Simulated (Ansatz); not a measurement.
ZrTiO$_{4}$:
```cif
data_O16Ti4Zr4
_chemical_formula_sum 'Zr4 Ti4 O16'
_space_group_name_H-M_alt 'P 1'
_space_group_IT_number 1
_cell_length_a 4.71472
_cell_length_b 11.82492
_cell_length_c 4.94463
_cell_angle_alpha 90.000
_cell_angle_beta 90.000
_cell_angle_gamma 90.000
loop_
_space_group_symop_operation_xyz
  'x, y, z'
loop_
_atom_site_label
_atom_site_type_symbol
_atom_site_fract_x
_atom_site_fract_y
_atom_site_fract_z
_atom_site_occupancy
Zr1 Zr 0.50000 0.33380 0.75000 1
Zr2 Zr 0.50000 0.66620 0.25000 1
Zr3 Zr 0.00000 0.16620 0.25000 1
Zr4 Zr 0.00000 0.83380 0.75000 1
Ti1 Ti 0.50000 0.07236 0.75000 1
Ti2 Ti 0.50000 0.92764 0.25000 1
Ti3 Ti 0.00000 0.42764 0.25000 1
Ti4 Ti 0.00000 0.57236 0.75000 1
O1 O 0.73012 0.05265 0.42830 1
O2 O 0.26988 0.94735 0.57170 1
O3 O 0.76988 0.44735 0.92830 1
O4 O 0.23012 0.55265 0.07170 1
O5 O 0.23012 0.44735 0.57170 1
O6 O 0.76988 0.55265 0.42830 1
O7 O 0.26988 0.05265 0.07170 1
O8 O 0.73012 0.94735 0.92830 1
O9 O 0.78026 0.68753 0.91473 1
O10 O 0.21974 0.31247 0.08527 1
O11 O 0.71974 0.81247 0.41473 1
O12 O 0.28026 0.18753 0.58527 1
O13 O 0.28026 0.81247 0.08527 1
O14 O 0.71974 0.18753 0.91473 1
O15 O 0.21974 0.68753 0.58527 1
O16 O 0.78026 0.31247 0.41473 1
```

This is the r²SCAN-relaxed structure.

All from plane-wave PAW r²SCAN (Ansatz code), unless another level is named. Predict the hole effective mass with spin–orbit coupling.

1.5, 2.4, 2.4 mₑ (principal values).

Give the smallest direct gap on the standard path.

3.66 eV.

Next, the weight of the conduction-edge state by species (Voronoi cells)?

Ti 55 %, O 26 %, Zr 19 %.

Space group Pbcn. The start of the workflow was typed in or built on a structure type; neither database checked (COD, Materials Project) lists it. Whether it is the stable phase at ambient conditions was not checked. The cell was relaxed with r²SCAN under the symmetry of its start; its stability against distortions is not shown here. The workflow began spin-polarised and lost its moments. Spin–orbit coupling is left out wherever it is not named.

Potentials: the later of the program's two PAW sets.
